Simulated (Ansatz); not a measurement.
Response of ZrC to small distortions

```yaml
crystal:
  lattice:
    - [0.00000, 2.35021, 2.35021]
    - [2.35021, 0.00000, 2.35021]
    - [2.35021, 2.35021, 0.00000]
  atoms:
    - { symbol: Zr, position: [0.50000, 0.50000, 0.50000] }
    - { symbol: C, position: [0.00000, 0.00000, 0.00000] }
```

Atoms are numbered in the order listed.

The conventional cell has a = 4.700 Å, b = 4.700 Å, c = 4.700 Å, α = 90.00°, β = 90.00°, γ = 90.00°. Zr (atom 1) is surrounded by 6 C at 2.35 Å. C (atom 2) has 6 Zr at 2.35 Å as nearest neighbours.

The cell comes from COD entry 1562921, which wasn't checked; take it as a given geometry.

Level of theory: Ansatz 0.2.0, DFT, PBEsol, all-electron LAPW, scalar-relativistic.

Sampling and basis: a Γ-centred 15×15×15 k mesh, Fermi–Dirac smearing of 0.05 eV, basis error target 0.5 meV/atom, no spin polarisation.

The unchanged cell is at -4.53 GPa.

In a metal, stresses and small energies carry noise from the k mesh.

x, y and z are the Cartesian axes of the cell as listed; fractional coordinates follow a strain, and an engineering shear is twice the off-diagonal strain component.

With equal xy, yz and zx engineering shear strains of -2 %: energy change +7 meV/atom; stress change (xx, yy, zz, yz, xz, xy) 0.07, 0.07, 0.07, 2.97, 2.97, 2.97 GPa, compression positive.

With equal xy, yz and zx engineering shear strains of -1 %: energy change +2 meV/atom; stress change (xx, yy, zz, yz, xz, xy) 0.02, 0.02, 0.02, 1.51, 1.51, 1.51 GPa, compression positive.

Problem. With this change (equal xy, yz and zx engineering shear strains of +1 %), what becomes of the energy and stress?

Solution. Energy change +2 meV/atom; stress change (xx, yy, zz, yz, xz, xy) 0.02, 0.02, 0.02, -1.56, -1.56, -1.56 GPa, compression positive.

With equal xy, yz and zx engineering shear strains of +2 %: energy change +7 meV/atom; stress change (xx, yy, zz, yz, xz, xy) 0.07, 0.07, 0.07, -3.15, -3.15, -3.15 GPa, compression positive.
